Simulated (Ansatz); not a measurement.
Consider the following.

BaHfO$_{3}$:
Space group Pm-3m (No. 221); a = b = c = 4.1771 Å, α = β = γ = 90.00°

| atom | site | symmetry | x | y | z |
|---|---|---|---|---|---|
| Ba | 1b | m-3m | 0.5000 | 0.5000 | 0.5000 |
| Hf | 1a | m-3m | 0.0000 | 0.0000 | 0.0000 |
| O | 3d | 4/mm.m | 0.0000 | 0.0000 | 0.5000 |

This is the r²SCAN-relaxed structure.

All from r²SCAN in the plane-wave PAW code Ansatz, unless another level is named. Predict the highest zone-centre frequency (without LO–TO term).

519 cm⁻¹.

What about the bulk modulus (Birch–Murnaghan fit)?

171 GPa.

Predict the vibrational entropy at 300 K.

25.9 J/(K·mol of atoms).

The r²SCAN relaxation kept the symmetry of its start; phonons on a q-mesh show no instability. No spin polarisation was allowed. Scalar-relativistic: spin–orbit coupling is off unless named, which matters more the heavier the elements.

Potentials: the later of the program's two PAW sets.
